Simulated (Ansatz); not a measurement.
Si:
Space group Fd-3m, origin choice 1 (No. 227); a = 11.8163 Å, b = 11.8163 Å, c = 11.8163 Å, α = 90.00°, β = 90.00°, γ = 90.00°

```tsv
atom	site	symmetry	x	y	z
Si	32e	.3m	0.0703	0.0703	0.0703
```
(The calculation used a cell of 8 atoms; values per cell refer to that cell.)

Relaxed with PBEsol. PBEsol (plane waves, PAW; program Ansatz) gives no gap.

Q: What gap does HSE06 give on the same cell (Ansatz, PAW)?

A: 0.36 eV. The hybrid was solved on a coarser mesh and at special points; its gap is the smallest among all of these. On such a mesh it can open a false gap in a semimetal.

```tsv
k	v1 PBEsol	c1 PBEsol	v1 HSE06	c1 HSE06
Γ	-0.02	-0.02	0.00	0.36
X	-1.44	0.49	___	___
L	-0.78	0.27	___	___
W	-1.48	0.46	___	___
K	-1.25	0.46	___	___
```

Q: Top valence (v1) and lowest conduction level (c1) in eV from each method's valence maximum (which need not be a listed point): supply the withheld HSE06 values.

A: 
- X, v1 HSE06: -1.68
- X, c1 HSE06: 0.89
- L, v1 HSE06: -0.97
- L, c1 HSE06: 0.65
- K, v1 HSE06: -1.47
- K, c1 HSE06: 0.87
- W, v1 HSE06: -1.73
- W, c1 HSE06: 0.86

Cost on shared cores: the PBEsol run (SCF on a 6×6×6 mesh, then bands and DOS) roughly 80 core-seconds, the HSE06 run (SCF on 3×3×3, then a few points) about 8 core-minutes (a rough figure); the tasks are unlike.

The start of the workflow was typed in or built on a structure type. Its sites differ from those of the usual phase in this space group: another stacking or structure type. Symmetry was held in the PBEsol relaxation. At this level the phase is mechanically unstable. The volume moved by 42 % from the start of the relaxation.

Potentials: the later of the program's two PAW sets.
